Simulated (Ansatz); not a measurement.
CaHBr (space group P4/nmm)

```yaml
crystal:
  lattice:
    - [3.83303, 0.00000, 0.00000]
    - [0.00000, 3.83303, 0.00000]
    - [0.00000, 0.00000, 8.23965]
  atoms:
    - { symbol: Ca, position: [0.00000, 0.50000, 0.15719] }
    - { symbol: Ca, position: [0.50000, 0.00000, 0.84281] }
    - { symbol: H, position: [0.50000, 0.50000, 0.00000] }
    - { symbol: H, position: [0.00000, 0.00000, 0.00000] }
    - { symbol: Br, position: [0.00000, 0.50000, 0.68010] }
    - { symbol: Br, position: [0.50000, 0.00000, 0.31990] }
```

The volume is varied about the relaxed value V₀ at fixed cell shape. The atoms relax within the cell's symmetry.

Level of theory: r2SCAN (plane waves to 500 eV, PAW, scalar-relativistic; Ansatz, a first-principles code). k mesh 9×9×4 (Γ-centred), Fermi-Dirac smearing 0.05 eV. Stress and pressure are positive under compression. CaHBr was relaxed with its symmetry unable to fall. 

```json
[
 {"V/V₀": "0.940", "P (GPa)": "?"},
 {"V/V₀": "0.955", "P (GPa)": "1.53"},
 {"V/V₀": "0.970", "P (GPa)": "0.97"},
 {"V/V₀": "0.985", "P (GPa)": "?"},
 {"V/V₀": "1.000", "P (GPa)": "0.00"},
 {"V/V₀": "1.015", "P (GPa)": "-0.42"},
 {"V/V₀": "1.030", "P (GPa)": "-0.79"},
 {"V/V₀": "1.045", "P (GPa)": "-1.13"},
 {"V/V₀": "1.060", "P (GPa)": "-1.44"}
]
```

Task: What belongs in the gaps?

Result: 
- 0.940, P (GPa): 2.15
- 0.985, P (GPa): 0.45

(A scan under strain: stresses follow from slopes of the energy per volume, elastic moduli from its curvatures.)
